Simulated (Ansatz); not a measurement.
Input:

W:
```cif
data_W
_chemical_formula_sum 'W1'
_space_group_name_H-M_alt 'P 1'
_space_group_IT_number 1
_cell_length_a 2.74390
_cell_length_b 2.74390
_cell_length_c 2.74390
_cell_angle_alpha 109.471
_cell_angle_beta 109.471
_cell_angle_gamma 109.471
loop_
_space_group_symop_operation_xyz
  'x, y, z'
loop_
_atom_site_label
_atom_site_type_symbol
_atom_site_fract_x
_atom_site_fract_y
_atom_site_fract_z
_atom_site_occupancy
W1 W 0.00000 0.00000 0.00000 1
```

This is the r²SCAN-relaxed structure.

Q: All from the program Ansatz at the r²SCAN level (PAW), unless another level is named. Give the density of states at the Fermi level.

A: 0.36 states/eV per atom (mean over ±0.08 eV).

Q: What about the gap with spin–orbit coupling?

A: none (metallic).

Space group Im-3m (bcc (W type)). The cell was relaxed with r²SCAN under the symmetry of its start. No spin polarisation was allowed. Scalar-relativistic: spin–orbit coupling is off unless named, which matters more the heavier the elements.

Potentials: the later of the program's two PAW sets.
